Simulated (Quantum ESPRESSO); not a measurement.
```
MoS2
1.0
    3.14099     0.00000     0.00000
   -1.57050     2.72018     0.00000
    0.00000     0.00000    16.10000
S Mo
2 1
Direct
  0.66667   0.33333   0.90320
  0.66667   0.33333   0.09680
  0.00000   0.00000   0.00000
```

The layer was cut from Materials Project entry mp-1434 and relaxed with PBEsol in a cell 16.1 Å high, with the Coulomb interaction truncated along z.

### Question
What does norm-conserving PBEsol (Quantum ESPRESSO, 80 Ry, with spin-orbit coupling) give for the electronic structure near the Fermi level?

### Answer
The PBEsol gap is direct, 1.73 eV at K. The valence-band maximum lies 5.88 eV below the vacuum level.
